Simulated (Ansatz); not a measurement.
This Zr₂SiC₂ structure is the end of a relaxation. The cell was found from a structure generator's guess, not taken from experiment.

Level of theory: Ansatz, DFT PBE, scalar-relativistic, plane waves, PAW. Cutoff 420 eV, Γ-centred mesh, Gaussian smearing, no spin polarisation.

```
Zr Si C
1.0
     3.79006    0.00000    0.00000
    -1.89503    3.28229    0.00000
     0.00000    0.00000    6.67552
Zr Si C
2 1 2
Direct
  0.33333 0.66667 0.25139
  0.66667 0.33333 0.74861
  0.00000 0.00000 0.50000
  0.00000 0.00000 0.79712
  0.00000 0.00000 0.20288
```

Formation energies are uncorrected and refer to the elements' standard structures at the same level.

Problem. Find its symmetry and describe it.

Solution. P-3m1 (No. 164). Conventional cell: a = 3.790 Å, c = 6.676 Å. Around Zr lie 3 C at 2.21 Å and 3 Si at 2.75 Å; around Si lie 2 C at 1.98 Å and 6 Zr at 2.75 Å; C is surrounded by 1 Si at 1.98 Å and 3 Zr at 2.21 Å.

Problem. How far does it lie from the elements in energy?

Solution. +0.16 eV/atom. A positive value: parting into the elements would lower its energy.

Problem. Is it a metal?

Solution. Yes, bands cross the Fermi level on the 12×12×6 mesh.

The last run used a 12×12×6 mesh (in the run's order of axes) for its 5-atom cell and Gaussian smearing of 0.10 eV. The reference form of C is held partly by dispersion forces, which this level lacks. Symmetry constrained the relaxation, so the result can be a saddle point. Another cell of Zr2SiC2 relaxed alike, in P1, lies 0.46 eV/atom lower, so this cell isn't the stable form at this level.
